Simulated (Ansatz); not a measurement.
AlB2W2:
```
CELL_PARAMETERS angstrom
      1.53547    -5.75381     0.00000
      1.53547     5.75381     0.00000
      0.00000     0.00000     3.11431
ATOMIC_POSITIONS crystal
  Al 0.00000 0.00000 0.00000
  W  0.35651 0.64349 0.50000
  W  0.64349 0.35651 0.50000
  B  0.20560 0.79440 0.00000
  B  0.79440 0.20560 0.00000
```

Relaxed with PBEsol (plane waves, PAW; program Ansatz). Indices refer to the conventional cell of Cmmm, a = 3.071 Å, b = 11.508 Å, c = 3.114 Å, α = β = γ = 90.00°.

### Question
Simulate the powder diffraction pattern (Cu Kα, λ = 1.54184 Å; lines above 1 %) up to 2θ = 90°.

### Answer
Simulated powder pattern, Cu Kα, λ = 1.54184 Å (kinematic, ideal powder, no thermal factors, no anomalous dispersion; the 30 strongest lines at most, above 1 %, up to 2θ = 90°):

```csv
2θ (°),d (Å),I/Imax (%),hkl
15.40,5.754,19,(020)
28.66,3.114,85,(001)
30.12,2.967,56,(110)
31.09,2.877,58,(040)
32.70,2.739,11,(021)
37.52,2.397,100,(130)
42.06,2.148,81,(111)
42.79,2.113,75,(041)
47.40,1.918,15,(060)
47.88,1.900,84,(131)
49.49,1.842,5.0,(150)
56.34,1.633,11,(061)
59.35,1.557,19,(002)
60.27,1.535,18,(200)
64.27,1.449,22,(170)
64.81,1.438,4.9,(080)
67.99,1.379,12,(112)
68.08,1.377,16,(201)
68.52,1.369,13,(042)
69.38,1.355,13,(240)
70.28,1.339,2.7,(221)
71.84,1.314,38,(171)
72.36,1.306,36,(132)+(081)
76.72,1.242,28,(241)
79.24,1.209,6.9,(062)
80.05,1.199,6.7,(260)
80.83,1.189,2.4,(152)
84.12,1.151,3.9,(0 10 0)
87.12,1.119,7.2,(261)
89.68,1.093,13,(202)
```

The start of the workflow was typed in or built on a structure type; neither database checked (COD, Materials Project) lists it. Its standing as an ambient phase is unchecked. Symmetry was held in the PBEsol relaxation; its stability against distortions is not shown here. No spin polarisation was allowed. Scalar-relativistic: spin–orbit coupling is off unless named, which matters more the heavier the elements.

Potentials: the later of the program's two PAW sets.
